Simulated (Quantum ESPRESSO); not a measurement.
AlMg5ZnS7Cl, one run as intended and one with a planted mistake

A calculation, not a measurement. The program is pw.x of Quantum ESPRESSO 7.5 (plane-wave density functional theory). The cell is made up: 15 atoms on a doubled zincblende/diamond lattice with one site empty, with randomly drawn elements, strain and displacements, not relaxed. PseudoDojo standard norm-conserving files (v0.5 for PBE, v0.4.1 for LDA and PBEsol) set the functional; there is no spin polarisation, spin-orbit coupling or dispersion term, and the masses in the input are unused placeholders.

Intended input:

```
&control calculation='scf', pseudo_dir='./dojo.nc.sr.pbe.v0_5.standard.upf', outdir='./o', disk_io='medium', tprnfor=.true., tstress=.true. /
&system ibrav=0, nat=15, ntyp=5, nbnd=67, ecutwfc=84.00895049, nosym=.true., tot_charge=0,
 occupations='smearing', smearing='fd', degauss=0.0018374661
/
&electrons conv_thr=7.350e-09, electron_maxstep=60, /
ATOMIC_SPECIES
Al 1.0 Al.upf
Cl 1.0 Cl.upf
Mg 1.0 Mg.upf
S 1.0 S.upf
Zn 1.0 Zn.upf
CELL_PARAMETERS angstrom
5.7093 0.0159 0.0395
0.0159 5.6863 0.0024
0.079 0.0047 11.6944
ATOMIC_POSITIONS angstrom
Al -0.0545 -0.1598 -0.0761
Mg 0.0326 2.7817 2.8098
Mg 2.8403 2.9042 -0.013
Zn -0.0448 -0.1567 5.8081
Mg 0.0882 2.8666 8.7181
Mg 2.9618 0.1183 8.7514
Mg 2.9078 2.7853 5.9263
S 1.3316 1.4536 1.4656
S 1.5282 4.1799 4.3116
Cl 4.3583 1.4126 4.354
S 4.2807 4.3382 1.4341
S 1.4454 1.501 7.3373
S 1.5252 4.2034 10.2059
S 4.347 1.4347 10.1765
S 4.4093 4.3496 7.3726
K_POINTS automatic
4 4 2 1 1 1
```

The log is shortened where brackets say so; the opening notice, blank lines, dates and the lines on written files are dropped, and the path of the files is cut. It prints rydbergs, bohrs and kilobars, and counts compression as positive stress. Where no state is partly filled, the Fermi energy that it prints is only some level between the filled and the empty states on the mesh, and need not lie in the true gap.

Log of the intended run:

```
     Program PWSCF v.7.5
     Parallel version (MPI & OpenMP), running on       1 processor cores
     Number of MPI processes:                 1
     Threads/MPI process:                     1
     [start-up lines left out]
     bravais-lattice index     =            0
     lattice parameter (alat)  =      10.7893  a.u.
     unit-cell volume          =    2561.9074 (a.u.)^3
     number of atoms/cell      =           15
     number of atomic types    =            5
     number of electrons       =       122.00
     number of Kohn-Sham states=           67
     kinetic-energy cutoff     =      84.0090  Ry
     charge density cutoff     =     336.0358  Ry
     scf convergence threshold =      7.3E-09
     mixing beta               =       0.7000
     number of iterations used =            8  plain     mixing
     Exchange-correlation= PBE
                           (   1   4   3   4   0   0   0)
     [axes and pseudopotential details left out]
   Cartesian axes
     site n.     atom                  positions (alat units)
         1        Al     tau(   1) = (  -0.0095456  -0.0279886  -0.0133288  )
         2        Mg     tau(   2) = (   0.0057098   0.4872091   0.4921307  )
         3        Mg     tau(   3) = (   0.4974727   0.5086647  -0.0022769  )
         4        Zn     tau(   4) = (  -0.0078466  -0.0274457   1.0172768  )
         5        Mg     tau(   5) = (   0.0154480   0.5020791   1.5269573  )
         6        Mg     tau(   6) = (   0.5187532   0.0207200   1.5327898  )
         7        Mg     tau(   7) = (   0.5092952   0.4878396   1.0379793  )
         8        S      tau(   8) = (   0.2332270   0.2545951   0.2566968  )
         9        S      tau(   9) = (   0.2676611   0.7321009   0.7551679  )
        10        Cl     tau(  10) = (   0.7633473   0.2474140   0.7625942  )
        11        S      tau(  11) = (   0.7497558   0.7598268   0.2511797  )
        12        S      tau(  12) = (   0.2531588   0.2628971   1.2851131  )
        13        S      tau(  13) = (   0.2671357   0.7362169   1.7875425  )
        14        S      tau(  14) = (   0.7613681   0.2512848   1.7823931  )
        15        S      tau(  15) = (   0.7722799   0.7618235   1.2912958  )
     number of k points=    16  Fermi-Dirac smearing, width (Ry)=  0.0018
                       cart. coord. in units 2pi/alat
        k(    1) = (   0.1238167   0.1251117   0.1211687), wk =   0.1250000
        k(    2) = (   0.1255054   0.1252100  -0.1229536), wk =   0.1250000
     [further k points left out]
     Dense  grid:   266535 G-vectors     FFT dimensions: (  64,  64, 135)
     Estimated max dynamical RAM per process >     471.84 MB
     Initial potential from superposition of free atoms
     starting charge     121.9932, renormalised to     122.0000
     Starting wfcs are   71 randomized atomic wfcs
     total cpu time spent up to now is       40.2 secs
     per-process dynamical memory:   280.7 Mb
     Self-consistent Calculation
     iteration #  1     ecut=    84.01 Ry     beta= 0.70
     Davidson diagonalization with overlap
     ethr =  1.00E-02,  avg # of iterations =  4.9
     Threshold (ethr) on eigenvalues was too large:
     Diagonalizing with lowered threshold
     Davidson diagonalization with overlap
     ethr =  9.82E-04,  avg # of iterations =  1.2
     total cpu time spent up to now is      194.5 secs
     total energy              =   -1204.35808885 Ry
     estimated scf accuracy    <       1.15069007 Ry
     iteration #  2     ecut=    84.01 Ry     beta= 0.70
     Davidson diagonalization with overlap
     ethr =  9.43E-04,  avg # of iterations =  6.0
     total cpu time spent up to now is      285.2 secs
     total energy              =   -1204.40918789 Ry
     estimated scf accuracy    <       1.38583914 Ry
     [iterations 3 to 11 left out]
     iteration # 12     ecut=    84.01 Ry     beta= 0.70
     Davidson diagonalization with overlap
     ethr =  1.02E-10,  avg # of iterations =  2.0
     total cpu time spent up to now is     1163.3 secs
     total energy              =   -1204.79882940 Ry
     estimated scf accuracy    <       0.00000002 Ry
     iteration # 13     ecut=    84.01 Ry     beta= 0.70
     Davidson diagonalization with overlap
     ethr =  1.52E-11,  avg # of iterations =  3.0
     total cpu time spent up to now is     1266.9 secs
     End of self-consistent calculation
     [lines on levels left out]
     the Fermi energy is     3.9239 ev
!    total energy              =   -1204.79882940 Ry
     estimated scf accuracy    <          7.5E-10 Ry
     smearing contrib. (-TS)   =      -0.00000000 Ry
     internal energy E=F+TS    =   -1204.79882940 Ry
     The total energy is F=E-TS. E is the sum of the following terms:
     one-electron contribution =   -1066.89001579 Ry
     hartree contribution      =     537.12072259 Ry
     xc contribution           =    -179.29534523 Ry
     ewald contribution        =    -495.73419096 Ry
     convergence has been achieved in  13 iterations
     Forces acting on atoms (cartesian axes, Ry/au):
     atom    1 type  1   force =     0.00740001    0.02736590    0.04947654
     atom    2 type  3   force =    -0.00296292    0.04077534    0.01545935
     atom    3 type  3   force =     0.00334299   -0.01967627    0.04059696
     atom    4 type  5   force =     0.05055462   -0.01958827   -0.02527258
     atom    5 type  3   force =    -0.00486724    0.00257687    0.00761100
     atom    6 type  3   force =    -0.02254438   -0.01256203   -0.00768082
     atom    7 type  3   force =    -0.01190705    0.02904525   -0.03088501
     atom    8 type  4   force =     0.00319372   -0.05664738   -0.08151852
     atom    9 type  4   force =    -0.02813429    0.01049458    0.03934842
     atom   10 type  2   force =    -0.00532925   -0.00493225    0.02508697
     atom   11 type  4   force =     0.02196177    0.01615600   -0.04160543
     atom   12 type  4   force =     0.00350049   -0.03681656   -0.01104132
     atom   13 type  4   force =    -0.02364558    0.04685848    0.00060560
     atom   14 type  4   force =     0.02707763   -0.01633672    0.03008469
     atom   15 type  4   force =    -0.01764053   -0.00671292   -0.01026585
     Total force =     0.188737     Total SCF correction =     0.000093
     Computing stress (Cartesian axis) and pressure
          total   stress  (Ry/bohr**3)                   (kbar)     P=      -33.68
  -0.00020237  -0.00003850  -0.00003755          -29.77       -5.66       -5.52
  -0.00003850  -0.00022687  -0.00002354           -5.66      -33.37       -3.46
  -0.00003755  -0.00002354  -0.00025752           -5.52       -3.46      -37.88
     init_run     :     38.71s CPU     39.96s WALL (       1 calls)
     electrons    :   1197.85s CPU   1226.72s WALL (       1 calls)
     forces       :     14.75s CPU     15.02s WALL (       1 calls)
     stress       :     49.70s CPU     51.73s WALL (       1 calls)
     [timing details left out]
     PWSCF        :  21m41.44s CPU  22m14.37s WALL
     JOB DONE.
```

A second run has one planted mistake: the cell has the wrong charge. The input lines that differ, file-writing options aside:

```
- &system ibrav=0, nat=15, ntyp=5, nbnd=67, ecutwfc=84.00895049, nosym=.true., tot_charge=0,
+ &system ibrav=0, nat=15, ntyp=5, nbnd=67, ecutwfc=84.00895049, nosym=.true., tot_charge=1,
```

Its log:

```
     Program PWSCF v.7.5
     Parallel version (MPI & OpenMP), running on       1 processor cores
     Number of MPI processes:                 1
     Threads/MPI process:                     1
     [start-up lines left out]
     bravais-lattice index     =            0
     lattice parameter (alat)  =      10.7893  a.u.
     unit-cell volume          =    2561.9074 (a.u.)^3
     number of atoms/cell      =           15
     number of atomic types    =            5
     number of electrons       =       121.00
     number of Kohn-Sham states=           67
     kinetic-energy cutoff     =      84.0090  Ry
     charge density cutoff     =     336.0358  Ry
     scf convergence threshold =      7.3E-09
     mixing beta               =       0.7000
     number of iterations used =            8  plain     mixing
     Exchange-correlation= PBE
                           (   1   4   3   4   0   0   0)
     [axes and pseudopotential details left out]
   Cartesian axes
     site n.     atom                  positions (alat units)
         1        Al     tau(   1) = (  -0.0095456  -0.0279886  -0.0133288  )
         2        Mg     tau(   2) = (   0.0057098   0.4872091   0.4921307  )
         3        Mg     tau(   3) = (   0.4974727   0.5086647  -0.0022769  )
         4        Zn     tau(   4) = (  -0.0078466  -0.0274457   1.0172768  )
         5        Mg     tau(   5) = (   0.0154480   0.5020791   1.5269573  )
         6        Mg     tau(   6) = (   0.5187532   0.0207200   1.5327898  )
         7        Mg     tau(   7) = (   0.5092952   0.4878396   1.0379793  )
         8        S      tau(   8) = (   0.2332270   0.2545951   0.2566968  )
         9        S      tau(   9) = (   0.2676611   0.7321009   0.7551679  )
        10        Cl     tau(  10) = (   0.7633473   0.2474140   0.7625942  )
        11        S      tau(  11) = (   0.7497558   0.7598268   0.2511797  )
        12        S      tau(  12) = (   0.2531588   0.2628971   1.2851131  )
        13        S      tau(  13) = (   0.2671357   0.7362169   1.7875425  )
        14        S      tau(  14) = (   0.7613681   0.2512848   1.7823931  )
        15        S      tau(  15) = (   0.7722799   0.7618235   1.2912958  )
     number of k points=    16  Fermi-Dirac smearing, width (Ry)=  0.0018
                       cart. coord. in units 2pi/alat
        k(    1) = (   0.1238167   0.1251117   0.1211687), wk =   0.1250000
        k(    2) = (   0.1255054   0.1252100  -0.1229536), wk =   0.1250000
     [further k points left out]
     Dense  grid:   266535 G-vectors     FFT dimensions: (  64,  64, 135)
     Estimated max dynamical RAM per process >     471.84 MB
     Initial potential from superposition of free atoms
     starting charge     121.9932, renormalised to     121.0000
     Starting wfcs are   71 randomized atomic wfcs
     total cpu time spent up to now is       35.1 secs
     per-process dynamical memory:   273.6 Mb
     Self-consistent Calculation
     iteration #  1     ecut=    84.01 Ry     beta= 0.70
     Davidson diagonalization with overlap
     ethr =  1.00E-02,  avg # of iterations =  5.2
     Threshold (ethr) on eigenvalues was too large:
     Diagonalizing with lowered threshold
     Davidson diagonalization with overlap
     ethr =  8.79E-04,  avg # of iterations =  1.5
     total cpu time spent up to now is      198.6 secs
     total energy              =   -1204.62585027 Ry
     estimated scf accuracy    <       1.03310975 Ry
     iteration #  2     ecut=    84.01 Ry     beta= 0.70
     Davidson diagonalization with overlap
     ethr =  8.54E-04,  avg # of iterations =  7.1
     total cpu time spent up to now is      315.1 secs
     total energy              =   -1204.37954498 Ry
     estimated scf accuracy    <       2.60711456 Ry
     [iterations 3 to 13 left out]
     iteration # 14     ecut=    84.01 Ry     beta= 0.70
     Davidson diagonalization with overlap
     ethr =  1.12E-10,  avg # of iterations =  2.0
     total cpu time spent up to now is     1284.3 secs
     total energy              =   -1205.01837720 Ry
     estimated scf accuracy    <       0.00000004 Ry
     iteration # 15     ecut=    84.01 Ry     beta= 0.70
     Davidson diagonalization with overlap
     ethr =  3.63E-11,  avg # of iterations =  1.0
     total cpu time spent up to now is     1367.9 secs
     End of self-consistent calculation
     [lines on levels left out]
     the Fermi energy is     2.6315 ev
!    total energy              =   -1205.01837720 Ry
     estimated scf accuracy    <          1.0E-09 Ry
     smearing contrib. (-TS)   =      -0.00207462 Ry
     internal energy E=F+TS    =   -1205.01630258 Ry
     The total energy is F=E-TS. E is the sum of the following terms:
     one-electron contribution =   -1067.98572568 Ry
     hartree contribution      =     537.27769966 Ry
     xc contribution           =    -178.57408560 Ry
     ewald contribution        =    -495.73419096 Ry
     convergence has been achieved in  15 iterations
     Forces acting on atoms (cartesian axes, Ry/au):
     atom    1 type  1   force =     0.00489169    0.02472846    0.01925144
     atom    2 type  3   force =    -0.01355318    0.03653755    0.02532576
     atom    3 type  3   force =     0.00856988   -0.01824064    0.02231860
     atom    4 type  5   force =     0.03976235   -0.00715570   -0.00843113
     atom    5 type  3   force =    -0.00651793    0.00248986    0.00580915
     atom    6 type  3   force =    -0.02035712   -0.01209000   -0.00950893
     atom    7 type  3   force =     0.00338150    0.02201190   -0.01521975
     atom    8 type  4   force =    -0.00029732   -0.05452004   -0.07128163
     atom    9 type  4   force =    -0.03081099    0.01105518    0.02891829
     atom   10 type  2   force =    -0.00077524   -0.00298100    0.01974282
     atom   11 type  4   force =     0.02482127    0.01025090   -0.02971766
     atom   12 type  4   force =     0.00056704   -0.03524581   -0.02176325
     atom   13 type  4   force =    -0.02611839    0.04720850    0.01262436
     atom   14 type  4   force =     0.03023732   -0.01732020    0.04246667
     atom   15 type  4   force =    -0.01380087   -0.00672897   -0.02053474
     Total force =     0.166317     Total SCF correction =     0.000101
     Computing stress (Cartesian axis) and pressure
          total   stress  (Ry/bohr**3)                   (kbar)     P=      -67.49
  -0.00043038  -0.00001331  -0.00002380          -63.31       -1.96       -3.50
  -0.00001331  -0.00047174   0.00001055           -1.96      -69.39        1.55
  -0.00002380   0.00001055  -0.00047425           -3.50        1.55      -69.77
     init_run     :     31.90s CPU     34.93s WALL (       1 calls)
     electrons    :   1287.55s CPU   1332.82s WALL (       1 calls)
     forces       :     18.85s CPU     19.07s WALL (       1 calls)
     stress       :     58.31s CPU     60.27s WALL (       1 calls)
     [timing details left out]
     PWSCF        :  23m16.92s CPU  24m 7.72s WALL
     JOB DONE.
```

|  | intended run | run with the mistake |
| --- | --- | --- |
| free energy (eV) | -16392.123 | -16395.110 |
| smearing term -TS (eV) | 0.0000 | -0.0282 |
| pressure (GPa) | -3.37 | -6.75 |
| largest force component (eV/Å) | 2.096 | 1.833 |
| largest change of a force component (eV/Å) |  | 0.777 |
| iterations | 13 | 15 |

For scale, a rerun of the intended cell at a cutoff of 1437 eV and k mesh 6 x 6 x 4 moved values by no more than 0.004 eV in energy, 0.02 GPa in stress and 0.013 eV/Å in force. The charged cell sits in a uniform background, so its energy and stress rest on the program's zero of potential.